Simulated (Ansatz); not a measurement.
Here is the system:

TiO$_{2}$:
```xyz
6
Lattice="4.5969 0.0000 0.0000 0.0000 4.5969 0.0000 0.0000 0.0000 2.9536" Properties=species:S:1:pos:R:3 pbc="T T T"
Ti     0.0000     0.0000     0.0000
Ti     2.2985     2.2985     1.4768
O      1.4004     1.4004     0.0000
O      3.6988     0.8981     1.4768
O      0.8981     3.6988     1.4768
O      3.1966     3.1966     0.0000
```

This is the r²SCAN-relaxed structure. Cartesian axes are those of the cell as given.

Q: All from plane-wave PAW r²SCAN (Ansatz code), unless another level is named. Estimate the Poisson's ratio.

A: 0.28.

Q: Predict the elastic constants (relaxed ions, GPa).

A: C11 = 291, C12 = 198, C13 = 165, C33 = 517, C44 = 128, C66 = 237.

Q: Give the highest zone-centre frequency (without LO–TO term).

A: 811 cm^-1.

Space group P4_2/mnm (rutile). The r²SCAN relaxation kept the symmetry of its start. No spin polarisation was allowed.

Potentials: the later of the program's two PAW sets.
